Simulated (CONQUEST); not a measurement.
CONQUEST run on Si₂W (I4/mmm, 6 atoms in the cell; from Materials Project mp-1620, changed as shown): self-consistent single point.

All values come from this method and carry its errors: PBE, numerical atomic orbitals double-zeta with polarisation (the shipped basis), PseudoDojo norm-conserving potentials made for PBE in CONQUEST 1.3.

The change in words: lattice scaled by 0.98. Reference geometry (I4/mmm):
```
CELL_PARAMETERS angstrom
      3.23370     0.00000     0.00000
      0.00000     3.23370     0.00000
      0.00000     0.00000     7.84809
ATOMIC_POSITIONS crystal
  Si 0.00000 0.00000 0.33499
  Si 0.50000 0.50000 0.16501
  Si 0.50000 0.50000 0.83499
  Si 0.00000 0.00000 0.66501
  W  0.00000 0.00000 0.00000
  W  0.50000 0.50000 0.50000
```

Reference input (self-consistent single point, DFT, PBE, numerical atomic orbitals double-zeta with polarisation (the shipped basis), PseudoDojo norm-conserving potentials made for PBE): basis = DZP; Diag.MPMeshX, Y, Z = 12 12 5; potentials = PseudoDojo norm-conserving PBE; Grid.GridCutoff = 140 Ha; DM.SolutionMethod = diagon; Diag.kT = 0.001837 Ha; Diag.GammaCentred = true; minE.SCTolerance = 1.0e-06; SC.MaxIters = 100; SC.LinearMixingFactor = 0.3; SC.KerkerPreCondition = true; SC.KerkerFactor = 0.5 1/bohr. This run's input differs from it in these lines:

```diff
@@ -30,5 +30,5 @@
 # file: coords.dat
-     6.110801700      0.000000000      0.000000000
-     0.000000000      6.110801700      0.000000000
-     0.000000000      0.000000000     14.830744481
+     5.988585553      0.000000000      0.000000000
+     0.000000000      5.988585553      0.000000000
+     0.000000000      0.000000000     14.534129289
 6
```

Log, with long lists cut:

```
    new_SC_potl: Starting.  Tolerance:  0.10000E-05

    PulayMixSC: Starting Pulay mixing, A_up =  0.300 A_dn =  0.300
    PulayMixSC: Spin non-polarised calculation.
    PulayMixSC: with Kerker preconditioning, q0 =  0.500
          Harris-Foulkes Energy            :      -168.652199948439943 Ha
          GroundState Energy (E-(1/2)TS)   :      -168.652263304108487 Ha
          Free Energy (E-TS)               :      -168.652326659777003 Ha
          DFT Total Energy                 :      -168.642074829938934 Ha
          Total number of electrons        :        43.999999999999091
   [... lines left out ...]
          Total number of electrons        :        44.000032296737309
    PulayMixSC: Pulay iteration    15 residual:              0.15658E-05
          Harris-Foulkes Energy            :      -168.644324020057468 Ha
          GroundState Energy (E-(1/2)TS)   :      -168.644387238972143 Ha
          Free Energy (E-TS)               :      -168.644450457886819 Ha
          DFT Total Energy                 :      -168.644324003135040 Ha
          Total number of electrons        :        44.000036599025449
    PulayMixSC: Pulay iteration    16 residual:              0.97291E-06
    PulayMixSC: Reached SCF tolerance of  0.97291E-06 after     16 iterations
      | Number of electrons      =        44.000037
      |* band energy as 2Tr[K.H] =       -43.341573620631856 Ha
      |  screened ion-ion energy =      -115.739837675683248 Ha
      |  Ha correction           =         0.304108745081890 Ha
      |  XC correction           =        -9.867018530013858 Ha
      | GS Energy as E-(1/2)TS   =      -168.644387238972143 Ha
      | Free Energy as E-TS      =      -168.644450457886819 Ha
      |* Harris-Foulkes energy   =      -168.644324020057468 Ha
      |* DFT total energy        =      -168.644324003135040 Ha
      |  estimated accuracy      =        -0.000000016922428 Ha

    force: Forces on atoms (Ha/a0)
    force:  Atom   X              Y              Z
   [... lines left out ...]
    force:     6  -0.0000000000  -0.0000000000   0.0000000000

    force: Maximum force :        0.00527995(Ha/a0) on atom         4 in z direction
    force: Force Residual:        0.00431106 Ha/a0
    force: Total stress:        -17.79589975   -17.79589975   -21.56674884 GPa
    force: Average pressure:     19.05284944 GPa

    force: Finished force
    get_E_and_F: Change in energy during last step of electronic optimisation:  0.28574E-06
```

The run converged in 16 iterations. CONQUEST prints the stress tensor with tension positive. Against the reference run the free energy goes up by 55.7 meV/atom, the pressure goes from 3.61 to 19.05 GPa and the largest force goes from 0.116 to 0.272 eV/Å.

The program uses no crystal symmetry, so grid and mesh can part values that symmetry would make equal. The atom-centred basis is finite, which shifts total energies, pressures and forces against plane waves. The structure comes from a collection of computed structures, made at another level of theory; the collection holds predicted forms beside known ones. Its lattice was then scaled.

Cost on one core: around 7 core-minutes (rough).
